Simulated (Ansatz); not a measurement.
Data:

HfS2:
Space group Pca2₁ (No. 29); a = 6.392 Å, b = 6.077 Å, c = 6.170 Å, α = 90.00°, β = 90.00°, γ = 90.00°

| atom | site | symmetry | x | y | z |
|---|---|---|---|---|---|
| Hf | 4a | 1 | 0.0574 | 0.2782 | 0.2485 |
| S | 4a | 1 | 0.3816 | 0.0839 | 0.3657 |
| S | 4a | 1 | 0.2506 | 0.5625 | 0.4987 |

This is the PBE-relaxed structure.

Task: All from plane-wave PAW PBE (Ansatz code), unless another level is named. Predict the formation energy from the elements (no fitted shifts).

Result: -1.43 eV/atom.

Task: And the electron effective mass?

Result: 0.63, 0.77, 1.5 mₑ (principal values).

Task: Predict the band gap.

Result: 1.20 eV (indirect).

Task: What about the valence-band maximum?

Result: at Γ.

Space group Pca2_1. The start of the workflow was typed in or built on a structure type; neither database checked (COD, Materials Project) lists it. Whether it is the stable phase at ambient conditions was not checked. Symmetry was held in the PBE relaxation; whether a distortion lowers the energy is not shown. The run is not spin-polarised. The references are the lowest solids computed at this level, not always the standard phases. Spin–orbit coupling is left out wherever it is not named.

Potentials: the earlier of the program's two PAW sets.
